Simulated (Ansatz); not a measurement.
Ge2Sb2Te5:
```cif
data_Ge2Sb2Te5
_chemical_formula_sum 'Ge2 Sb2 Te5'
_space_group_name_H-M_alt 'P-3m1'
_space_group_IT_number 164
_space_group_name_Hall '-P 3 2"'
_cell_length_a 4.24839
_cell_length_b 4.24839
_cell_length_c 17.34752
_cell_angle_alpha 90.000
_cell_angle_beta 90.000
_cell_angle_gamma 120.000
loop_
_atom_site_label
_atom_site_type_symbol
_atom_site_symmetry_multiplicity
_atom_site_Wyckoff_symbol
_atom_site_fract_x
_atom_site_fract_y
_atom_site_fract_z
_atom_site_occupancy
Ge1 Ge 2 d 0.66667 0.33333 0.09871 1
Sb1 Sb 2 c 0.00000 0.00000 0.31155 1
Te1 Te 1 a 0.00000 0.00000 0.00000 1
Te2 Te 2 d 0.33333 0.66667 0.19496 1
Te3 Te 2 d 0.66667 0.33333 0.40973 1
```

Relaxed with r²SCAN+D4.

### Question
Decompose the optical modes at the zone centre into irreducible representations, and say which are infrared and Raman allowed.

### Answer
Point group -3m: Γ_opt = 4A1g + 4A2u + 4Eg + 4Eu. Infrared: A2u, Eu. Raman: A1g, Eg.

### Question
Assign frequencies (DFPT, the program Ansatz at the r²SCAN+D4 level (PAW); without the LO–TO term).

### Answer
Eu 57i, Eg 28, A1g 43, Eu 52, A2u 70, Eg 78, Eg 94, A1g 102, Eu 106, Eu 110, A2u 113, Eg 118, A2u 124, A1g 163, A2u 172, A1g 173 cm⁻¹.

The cell was relaxed with r²SCAN+D4 under the symmetry of its start. At this level the phase is dynamically unstable (imaginary phonons). Spin–orbit coupling is left out wherever it is not named.

Potentials: the earlier of the program's two PAW sets. The files were generated under PBE; for other functionals the program regenerates the frozen cores, and for LDA and PBEsol the local potential too.
